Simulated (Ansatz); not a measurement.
Tc2P3 in space group C2/m (No. 12; Pearson symbol mS20), plane-wave PAW r²SCAN (Ansatz code), all energies at zero smearing, with the estimated change up to a 700 eV cutoff added, with one set of potentials and settings (totals compare only within such a set). Cell of 10 atoms (4 Tc, 6 P): -26199.380 eV.

```json
[
 {"element": "Tc", "reference phase": "P6_3/mmc, 2 atoms in the cell", "E (eV/atom)": "-5409.6038"},
 {"element": "P", "reference phase": "Cmce, 4 atoms in the cell", "E (eV/atom)": "-759.1646"}
]
```

Formation energy per atom, worked out: (-26199.380 − 4×(-5409.6038) − 6×(-759.1646))/10 = -0.598 eV/atom (-58 kJ per mol of atoms), at 0 K, without zero-point energy or fitted corrections.

The workflow started from a Materials Project entry (that database holds measured and hypothetical structures alike); the Crystallography Open Database copy checked does not list it. Its standing as an ambient phase is unchecked. Symmetry was held in the r²SCAN relaxation; its stability against distortions is not shown here. No spin polarisation was allowed. The references are the lowest solids computed at this level, not always the standard phases.

Potentials: the later of the program's two PAW sets.
